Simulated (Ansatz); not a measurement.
**ScGePd: do energies and stresses tell the same story?**

These are results of Ansatz 0.2.0, DFT r2SCAN, scalar-relativistic, plane waves, PAW, not measurements.

Settings: cutoff 500 eV, Γ-centred mesh 6×6×10 on the computed 9-atom cell, Gaussian smearing of 0.10 eV; no spin polarisation.

Relaxed cell: P-62m, a = 6.710 Å, b = 6.710 Å, c = 3.945 Å, α = 90.00°, β = 90.00°, γ = 120.00°, 9 atoms in the primitive cell. Whether it is the stable form of this composition wasn't checked.

Energies at zero smearing and pressures from the stress tensor, at volumes with shape and atoms relaxed:
```
V (Å³/atom) E − E(first) (meV/atom) P (GPa)
     15.041                     0.00    22.48
     15.554                   -60.19    15.37
     16.067                   -99.46     9.37
     16.580                  -121.05     4.29
     17.092                  -127.68     0.00
     17.605                  -121.66    -3.63
     18.118                  -104.95    -6.70
     18.802                   -68.89   -10.05
```

Question: Check P = −dE/dV between neighbouring volumes, and get the bulk modulus from the pressures alone.

Answer: With 1 eV/Å³ = 160.2 GPa:
| middle V (Å³/atom) | −ΔE/ΔV (GPa) | mean P (GPa) |
| --- | --- | --- |
| 15.298 | 18.806 | 18.923 |
| 15.810 | 12.271 | 12.369 |
| 16.323 | 6.744 | 6.829 |
| 16.836 | 2.072 | 2.144 |
| 17.349 | -1.881 | -1.817 |
| 17.861 | -5.219 | -5.165 |
| 18.460 | -8.452 | -8.373 |

The two differ by 0.12 GPa at most. The mean of two end pressures misses the average over a step by about ΔV² P″/12, up to 0.10 GPa here; with that taken off 0.02 GPa remains. Around V = 17.092 Å³/atom, the two neighbours give B = −V ΔP/ΔV = 17.092 × 7.92 / 1.026 = 132.0 GPa, against B0 = 131.3 GPa from the Birch–Murnaghan fit of the energies.

Cost: 9 runs of about 32 core-minutes in all, on Oxide Virtual Turin-like Processor (Zen 5) (shared hosts).